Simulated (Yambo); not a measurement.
Yambo run on CdS (wurtzite, space group P6_3mc, No. 186). The wavefunctions are LDA (pw.x of Quantum ESPRESSO, ONCV potentials, no spin-orbit coupling) ones on a 3×3×2 mesh (26 occupied bands); a = b = 4.0767 Å, c = 6.6333 Å, α = β = 90.00°, γ = 120.00°.

Yambo input:

```
rim_cut
gw0
dyson
el_el_corr
HF_and_locXC
ppa
em1d
RandQpts= 1000000
RandGvec= 1 Ry
EXXRLvcs= 102 Ry
VXCRLvcs= 408 Ry
Chimod= "HARTREE"
% BndsRnXp
 9 | 195 |
%
NGsBlkXp= 8 Ry
% LongDrXp
 1.0 | 1.0 | 1.0 |
%
PPAPntXp= 27.2114 eV
% GbndRnge
 1 | 195 |
%
GTermKind= "none"
DysSolver= "n"
ExtendOut
% QPkrange
 1 | 1 | 26 | 27 |
%
```

k points by index: 1 = Γ.

The o-*.qp file then holds:

```
#    K-point    Band    Eo [eV]    E [eV]    E-Eo [eV]    Vxc [eV]    Vnlxc [eV]    Sc|Eo [eV]    Sc|E [eV]    dSc/dw|Eo [eV]    Re(Z)    Im(Z)
#
    1    26    0.000000    -0.680209    -0.680209    -15.51535    -18.64074    2.257920    2.445179    -7.490060    0.784155    -0.001393
    1    27    1.025969    1.581109    0.555140    -11.18854    -6.773884    -3.730924    -3.859516    -6.301966    0.811955    -0.001270
```
(The two width columns are left out.) Convergence of these settings isn't established.

Geometry relaxed with LDA.
